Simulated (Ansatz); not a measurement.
## Fe: from a starting cell to a relaxed one

The start is a generated cell, Fe placed in the AFLOW prototype A_oC8_64_f (A14, as in I). A full variable-cell relaxation at zero pressure is run with PBEsol (plane waves to 420 eV, PAW, scalar-relativistic; Ansatz, a first-principles code). The first steps use a coarse 12×12×5 k-mesh.

Starting cell:
```yaml
crystal:
  lattice:
    - [2.35875, -1.54398, 0.00000]
    - [2.35875, 1.54398, 0.00000]
    - [0.00000, 0.00000, 6.49114]
  atoms:
    - { symbol: Fe, position: [0.84515, 0.15485, 0.11750] }
    - { symbol: Fe, position: [0.15485, 0.84515, 0.88250] }
    - { symbol: Fe, position: [0.34515, 0.65485, 0.38250] }
    - { symbol: Fe, position: [0.65485, 0.34515, 0.61750] }
```
Spin-polarised start, with parallel moments on Fe.

Q: What symmetry does the relaxed structure have?

A: The space group goes from Cmce (No. 64) to Im-3m (No. 229); the end is bcc (W type), with 1 atom in the primitive magnetic cell.

Q: How much energy is released per atom?

A: About 1.2 eV/atom.

Q: How does the volume per atom move from start to end?

A: -8.5 %, from 11.82 to 10.82 Å³/atom.

Q: How do the shortest distances between atoms change?

A: The closest pairs of elements (up to four, under 3.6 Å), start → end: Fe–Fe 1.80 → 2.41 Å.

Q: What band gap does the relaxed structure have at this level?

A: Zero (metallic).

Q: What magnetic moments remain?

A: Net 2.10 μB/atom, ferromagnetic.

Q: Write out the relaxed structure.

A: 
```cif
data_Fe2
_chemical_formula_sum 'Fe2'
_space_group_name_H-M_alt 'Im-3m'
_space_group_IT_number 229
_space_group_name_Hall '-I 4 2 3'
_cell_length_a 2.78677
_cell_length_b 2.78677
_cell_length_c 2.78677
_cell_angle_alpha 90.000
_cell_angle_beta 90.000
_cell_angle_gamma 90.000
loop_
_atom_site_label
_atom_site_type_symbol
_atom_site_symmetry_multiplicity
_atom_site_Wyckoff_symbol
_atom_site_fract_x
_atom_site_fract_y
_atom_site_fract_z
_atom_site_occupancy
Fe1 Fe 2 a 0.00000 0.00000 0.00000 1
```
(The calculation used a cell of 1 atom; values per cell refer to that cell.)

Final values are on a 23×23×23 k-mesh of the relaxed cell. The start holds a very short contact (Fe–Fe 1.80 Å). Spin state reached: ferromagnetic (net 2.10 μB/atom), from parallel starting moments; other spin orders were not run from this start.

The run could not lose the symmetry of its start; a randomly shaken copy of 2 atoms returns to this structure.
